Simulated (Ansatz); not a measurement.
Ansatz 0.2.0, relaxation: Cs2CaF6

Run with:

```bash
ansatz run input.yaml --threads 2 --pin off --max-ram 2560MiB --backend cpu --events-out ev --progress --plain --runs-dir out
```

input.yaml:

```yaml
crystal:
  lattice:
    - [3.28007, 5.681245, 0.0]
    - [-3.28007, 5.681245, 0.0]
    - [0.0, 0.0, 5.133129]
  atoms:
    - { symbol: Ca, position: [0.0, 0.0, 0.0] }
    - { symbol: Cs, position: [0.3333, 0.3334, 0.692] }
    - { symbol: Cs, position: [0.6667, 0.6666, 0.308] }
    - { symbol: F, position: [0.16, 0.68, 0.198] }
    - { symbol: F, position: [0.16, 0.16, 0.198] }
    - { symbol: F, position: [0.68, 0.16, 0.198] }
    - { symbol: F, position: [0.84, 0.32, 0.802] }
    - { symbol: F, position: [0.32, 0.84, 0.802] }
    - { symbol: F, position: [0.84, 0.84, 0.802] }
  symmetry: { tolerance: 0.0003 }
kpoints:
  mp_grid: { grid: [5, 5, 6], shift: [0, 0, 0] }
magnetization:
  spin_polarized: false
scf:
  occupations: { method: fermi_dirac }
  lower_state_search: "off"
hamiltonian:
  pseudopotentials: { kind: paw }
  xc: pbe
basis:
  ecutwfc: 420
  fft_grid_basis: typed
relax:
  max_steps: 40
  cell: { p_target: 0.0 }
output:
  forces: true
  stress: true
  eigenvalues: true
  bader: true
  populations: true
  elf: true
  write_potential: true
  volumetric_format: npy
  dos:
    e_range: [-12, 8]
    de: 0.05
    projected: { site_lists: { Ca: [Ca], Cs: [Cs], F: [F] } }
checkpoint:
  read: saved_state
```

Origin of the cell: a known structure type with other elements, at an estimated volume, so it need not be a known compound.

The smearing width isn't typed, so it takes its default of 0.1 eV.

The saved state is a converged single point of the same cell.

Steps («new basis» is an SCF on plane waves selected anew at the same cell):

| step | ΔF (meV/atom) | max force component (eV/Å) | P (GPa) | volume (Å³) | SCF iterations | step was |
| --- | --- | --- | --- | --- | --- | --- |
| 1 | 0.0 | 1.329 | 5.12 | 191.31 | 5 | accepted |
| 2 | -73.2 | 0.417 | 2.04 | 189.61 | 7 | accepted |
| 3 | -83.7 | 0.103 | 0.32 | 194.58 | 6 | accepted |
| 4 | -85.2 | 0.008 | 0.00 | 193.88 | 6 | accepted |
| 5 | -85.6 | 0.010 | -0.07 | 193.46 | 7 | accepted |
| 6 | -85.8 | 0.006 | 0.02 | 192.78 | 6 | accepted |
| 7 | -85.8 | 0.011 | -0.01 | 192.92 | 8 | rejected |
| 8 | -85.8 | 0.001 | 0.00 | 192.75 | 8 | accepted |
| 9 | -88.3 | 0.001 | 0.20 | 192.75 | 8 | new basis |
| 10 | -89.1 | 0.004 | 0.09 | 193.40 | 7 | accepted |
| 11 | -88.9 | 0.001 | 0.01 | 194.21 | 6 | accepted |
| 12 | -89.7 | 0.001 | 0.05 | 194.21 | 7 | new basis |
| 13 | -89.8 | 0.001 | 0.02 | 194.40 | 7 | accepted |
| 14 | -89.9 | 0.001 | 0.03 | 194.40 | 5 | new basis |
| 15 | -89.9 | 0.001 | 0.00 | 194.65 | 6 | accepted |
| 16 | -89.9 | 0.001 | 0.00 | 194.65 | 4 | new basis |

Step 1, with forces in eV/Å:

```xyz
9
Lattice="3.280 5.681 0.000 -3.280 5.681 0.000 0.000 0.000 5.133" Properties=species:S:1:pos:R:3:forces:R:3 pbc="T T T" step=1
Ca    0.000    0.000    0.000    0.000    0.000    0.000
Cs    0.000    3.787    3.552    0.000    0.000    0.092
Cs    0.000    7.575    1.581    0.000    0.000   -0.092
F    -1.706    4.772    1.016    1.151   -0.665    0.877
F     0.000    1.818    1.016    0.000    1.329    0.877
F     1.706    4.772    1.016   -1.151   -0.665    0.877
F     1.706    6.590    4.117   -1.151    0.665   -0.877
F    -1.706    6.590    4.117    1.151    0.665   -0.877
F     0.000    9.544    4.117    0.000   -1.329   -0.877
```

Step 2, with forces in eV/Å:

```xyz
9
Lattice="3.300 5.716 0.000 -3.300 5.716 0.000 0.000 0.000 5.027" Properties=species:S:1:pos:R:3:forces:R:3 pbc="T T T" step=2
Ca    0.000    0.000    0.000    0.000    0.000    0.000
Cs    0.000    3.810    3.634    0.000    0.000   -0.083
Cs    0.000    7.621    1.393    0.000    0.000    0.083
F    -1.670    4.774    1.111    0.361   -0.208    0.270
F     0.000    1.882    1.111    0.000    0.417    0.270
F     1.670    4.774    1.111   -0.361   -0.208    0.270
F     1.670    6.657    3.916   -0.361    0.208   -0.270
F    -1.670    6.657    3.916    0.361    0.208   -0.270
F     0.000    9.549    3.916    0.000   -0.417   -0.270
```

Step 3, with forces in eV/Å:

```xyz
9
Lattice="3.349 5.800 0.000 -3.349 5.800 0.000 0.000 0.000 5.009" Properties=species:S:1:pos:R:3:forces:R:3 pbc="T T T" step=3
Ca    0.000    0.000    0.000    0.000    0.000    0.000
Cs    0.000    3.867    3.577    0.000    0.000    0.000
Cs    0.000    7.733    1.433    0.000    0.000    0.000
F    -1.675    4.834    1.128    0.089   -0.051    0.071
F     0.000    1.932    1.128    0.000    0.103    0.071
F     1.675    4.834    1.128   -0.089   -0.051    0.071
F     1.675    6.766    3.881   -0.089    0.051   -0.071
F    -1.675    6.766    3.881    0.089    0.051   -0.071
F     0.000    9.668    3.881    0.000   -0.103   -0.071
```

Step 9, with forces in eV/Å:

```xyz
9
Lattice="3.384 5.861 0.000 -3.384 5.861 0.000 0.000 0.000 4.859" Properties=species:S:1:pos:R:3:forces:R:3 pbc="T T T" step=9
Ca    0.000    0.000    0.000    0.000    0.000    0.000
Cs    0.000    3.908    3.502    0.000    0.000    0.000
Cs    0.000    7.815    1.357    0.000    0.000    0.000
F    -1.691    4.884    1.128    0.000    0.000    0.001
F     0.000    1.955    1.128    0.000    0.001    0.001
F     1.691    4.884    1.128    0.000    0.000    0.001
F     1.691    6.839    3.731    0.000    0.000   -0.001
F    -1.691    6.839    3.731    0.000    0.000   -0.001
F     0.000    9.768    3.731    0.000   -0.001   -0.001
```

Step 16, with forces in eV/Å:

```xyz
9
Lattice="3.461 5.995 0.000 -3.461 5.995 0.000 0.000 0.000 4.690" Properties=species:S:1:pos:R:3:forces:R:3 pbc="T T T" step=16
Ca    0.000    0.000    0.000    0.000    0.000    0.000
Cs    0.000    3.997    3.405    0.000    0.000    0.000
Cs    0.000    7.993    1.286    0.000    0.000    0.000
F    -1.749    5.006    1.104   -0.001    0.001    0.000
F     0.000    1.977    1.104    0.000   -0.001    0.000
F     1.749    5.006    1.104    0.001    0.001    0.000
F     1.749    6.983    3.586    0.001   -0.001    0.000
F    -1.749    6.983    3.586   -0.001   -0.001    0.000
F     0.000   10.013    3.586    0.000    0.001    0.000
```

```
Free energy lowered by                                                                 : 89.9 meV/atom
Volume change                                                                          : 1.74 %
Final pressure                                                                         : 0.00 GPa
Relaxation steps listed                                                                : 16
Formation energy (elements under the same functional, gases as molecules, uncorrected) : -2.393 eV/atom
Gap on the mesh                                                                        : none (metal)
```

Caveats: no spin, though holes on the anions or broken bonds may carry moments; the relaxation held the start's symmetry, so the end may be a saddle point.

The run took 260 s of wall time on 2 CPU thread(s) of a shared host, from a saved density.
